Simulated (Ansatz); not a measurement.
In in space group Cmce (No. 64; In on 8f) at seven volumes, the program Ansatz at the PBE level (PAW), shape and atoms relaxed at each. One row is withheld.

```json
[
 {"V (Å³/atom)": "27.764", "P (GPa)": "3.66"},
 {"V (Å³/atom)": "28.679", "P (GPa)": "2.19"},
 {"V (Å³/atom)": "29.595", "P (GPa)": "0.98"},
 {"V (Å³/atom)": "30.510", "P (GPa)": "0.00"},
 {"V (Å³/atom)": "31.425", "P (GPa)": "-0.82"},
 {"V (Å³/atom)": "32.341", "P (GPa)": "-1.48"},
 {"V (Å³/atom)": "33.256", "P (GPa)": "?"}
]
```

Problem. Fit the shown pressures and predict the withheld one.

Solution. Third-order Birch–Murnaghan: P = (3/2)B₀(x^(7/2) − x^(5/2))[1 + (3/4)(B′ − 4)(x − 1)] with x = (V₀/V)^(2/3). Least squares on the six rows gives V₀ = 30.504 Å³/atom, B₀ = 29.85 GPa, B′ = 5.62. At V = 33.256, x = 0.9440 and P = -2.02 GPa. The run itself gave -2.01 GPa.

The start of the workflow was typed in or built on a structure type; neither database checked (COD, Materials Project) lists it. It is not the phase usual at ambient conditions (space group No. 139). Symmetry was held in the PBE relaxation; whether a distortion lowers the energy is not shown. The volume moved by 17 % from the start of the relaxation.

Potentials: the earlier of the program's two PAW sets.
